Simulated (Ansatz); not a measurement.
## SrTiO$_{3}$: reading a single point

```
Sr Ti O
1.0
     3.96057    3.96057    0.00000
     0.00000    3.96057    3.96057
     3.96057    0.00000    3.96057
Sr Ti O
2 2 6
Direct
  0.25000 0.25000 0.25000
  0.75000 0.75000 0.75000
  0.00000 0.00000 0.00000
  0.50000 0.50000 0.50000
  0.25000 0.75000 0.25000
  0.75000 0.25000 0.75000
  0.25000 0.25000 0.75000
  0.75000 0.75000 0.25000
  0.25000 0.75000 0.75000
  0.75000 0.25000 0.25000
```

The numbers come from plane-wave PAW DFT (Ansatz): PBE, with U_eff = 1.23 eV on Ti d (all-electron-ortho-atomic projectors), no spin polarisation, 420 eV, 6×6×6 Γ-centred k points, fermi-dirac occupations (width 0.0671 eV). Nothing was relaxed.

**Forces.** The forces vanish by the symmetry of the sites.
**Charges.** Bader charges in e: Sr +1.60, Ti +2.28, O -1.29. In the mean Ti gives up most and O takes most.
**Electronic structure.** The gap is 1.93 eV, direct at the points sampled.
**Stress.** The pressure is -2.6 GPa (compression positive), so with the atoms held at these fractions the cell would first shrink.

Origin: a database entry at a rescaled volume.
